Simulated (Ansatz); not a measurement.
TaC (rock salt), conventional cell a = b = c = 4.4759 Å, α = β = γ = 90.00°. The calculation uses the primitive cell of 2 atoms, to which meshes and values per cell refer.

Grid over V/V₀ and (c/a)/(c/a)₀, subscript 0 meaning the relaxed cell; the conventional c axis lies along z; no internal relaxation.

All values below come from PBE (plane waves to 420 eV, PAW, scalar-relativistic; Ansatz, a quantum-chemistry and plane-wave program). k mesh 18×18×18 (Γ-centred), Fermi-Dirac smearing 0.05 eV. E stands for the smeared free energy. With partly filled bands, the response to shear is sensitive to the k mesh, so small differences along c/a are uncertain. Spin-orbit coupling is left out, though Ta is heavy. TaC is run without spin polarisation. TaC was relaxed with its symmetry unable to fall. ΔE is measured from the relaxed starting cell.

Task: Estimate the ΔE (meV/atom) for all points of the grid V/V₀ = 0.920, 0.947, 0.973, 1.000, 1.027, 1.053, 1.080 by (c/a)/(c/a)₀ = 0.960, 0.973, 0.987, 1.000, 1.013, 1.027, 1.040.

Result: ΔE (meV/atom), with V/V₀ across and (c/a)/(c/a)₀ down:

```tsv
(c/a)/(c/a)₀ \ V/V₀	0.920	0.947	0.973	1.000	1.027	1.053	1.080
0.960	114	63	33	23	28	48	80
0.973	96	47	19	10	16	37	71
0.987	87	38	11	2	10	31	65
1.000	84	35	8	0	8	29	63
1.013	87	38	11	2	10	31	65
1.027	96	46	18	9	16	37	70
1.040	110	60	31	20	26	46	78
```

(A scan under strain: stresses follow from slopes of the energy per volume, elastic moduli from its curvatures.)
